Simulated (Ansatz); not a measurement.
**Sliding energy of a bilayer for WSe2 (2H-MoS2 type, space group P6_3/mmc)**

Interlayer sliding in a free bilayer taken from bulk WSe₂ (2H-MoS2 type, space group P6_3/mmc): the upper half of the atoms below is shifted in the plane.

```yaml
crystal:
  lattice:
    - [3.23050, 0.00000, 0.00000]
    - [1.61525, 2.79770, 0.00000]
    - [0.00000, 0.00000, 24.56788]
  atoms:
    - { symbol: Se, position: [0.33333, 0.33333, 0.30491] }
    - { symbol: W, position: [0.66667, 0.66667, 0.37339] }
    - { symbol: Se, position: [0.33333, 0.33333, 0.44190] }
    - { symbol: Se, position: [0.66667, 0.66667, 0.55810] }
    - { symbol: W, position: [0.33333, 0.33333, 0.62661] }
    - { symbol: Se, position: [0.66667, 0.66667, 0.69509] }
```

In-plane vectors a = (3.231, 0.000) Å, b = (1.615, 2.798) Å, area 9.04 Å². The shift is s times the vector a + b (length 5.595 Å), so s = 1 restores the start. Atoms relax along the normal only. γ = [E(shift) − E(0)] / area.

All values below come from PBEsol-D3(BJ) (plane waves to 420 eV, PAW, scalar-relativistic; Ansatz, a first-principles code). k mesh 12×12×1 (Γ-centred), Fermi-Dirac smearing 0.05 eV. Energies are extrapolated to zero smearing. Forces were relaxed to 0.02 eV/Å only, which leaves the soft interlayer gap uncertain by some hundredths of an Å. Spin-orbit coupling is left out, though W is heavy. WSe2 is run without spin polarisation. WSe2 was relaxed with its symmetry unable to fall. γ is measured from zero shift.

```tsv
s	γ·area (meV/cell)	gap between the layers (Å)
0.000	0.0	2.85
0.083	26.5	2.94
0.167	58.9	3.00
0.250	65.8	2.99
0.333	58.5	2.98
0.417	79.5	3.05
0.500	123.2	3.25
0.583	155.3	3.41
0.667	166.4	3.46
0.750	154.0	3.40
0.833	111.5	3.20
0.917	39.8	2.96
```

Derived quantities:

| Item | Result |
|---|---|
| Highest computed γ on the line | 295 mJ/m² |
| Position of the highest point | s = 0.667 |
| Local minima between the ends | s = 0.333 |
| γ at the local minimum along the line, s = 0.333 | 104 mJ/m² |
| Lower barrier from zero shift into that minimum (unstable fault energy, highest computed point) | 117 mJ/m² |
| Steepest slope dγ/d(shift) before the first maximum (spline) | 1.5 GPa |
| Stacking at the highest point | Se above Se |
| Stacking at the lowest point | s = 0.000, Se above W, W above Se |
| Rise of the interlayer gap from the lowest to the highest point | 0.6 Å |

The 12 points together took around 9 core-minutes (rough).

(The slope of γ gives the shear force per area between the displaced halves; near zero shift its curvature is an elastic stiffness.)
